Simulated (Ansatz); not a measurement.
Input:

Relaxed PbSe (rock salt):

```xyz
4
Lattice="0.0000 6.2178 6.2178 3.1089 0.0000 3.1089 3.1089 3.1089 0.0000" Properties=species:S:1:pos:R:3 pbc="T T T"
Se     0.0000     0.0000     0.0000
Se     3.1089     3.1089     6.2178
Pb     3.1089     3.1089     3.1089
Pb     3.1089     6.2178     6.2178
```

The atoms are displaced by Q × the pattern below (from a DFPT mode at L = (0.5, 0.0, 0.0), largest move 1; Q in Å), at fixed cell. (q is in reciprocal vectors of the primitive cell; the cell shown is doubled to hold the pattern.)

```json
[
 {"atom": "Pb3", "x": "-0.577", "y": "0.577", "z": "0.577"},
 {"atom": "Pb4", "x": "0.577", "y": "-0.577", "z": "-0.577"}
]
```

Atoms not listed stay in place.

The numbers are results of PBE (plane waves to 420 eV, PAW, scalar-relativistic; Ansatz, a quantum-chemistry and plane-wave program), not measurements. k mesh 9×9×9 (Γ-centred), Fermi-Dirac smearing 0.05 eV. The energy includes the smearing's −TS. PbSe was relaxed with its symmetry unable to fall. Spin-orbit coupling is left out, though Pb is heavy. ΔE is measured from the undisplaced structure.

The scan covers Q from -0.180 to 0.180 Å in 13 points.

Problem. Which space group does the distorted structure have?

Solution. R-3m (No. 166), lowered from Fm-3m.

Problem. Is this a single well or a double well?

Solution. A single well with its minimum at or next to zero displacement.

Problem. What is the energy change at Q = 0.180 Å?

Solution. 225.3 meV/cell.

Problem. What harmonic wavenumber does the curvature at Q = 0 give?

Solution. 96 cm⁻¹.

(A displaced cell: forces are minus the slopes of the energy, force constants its curvatures, and phonons follow from these.)
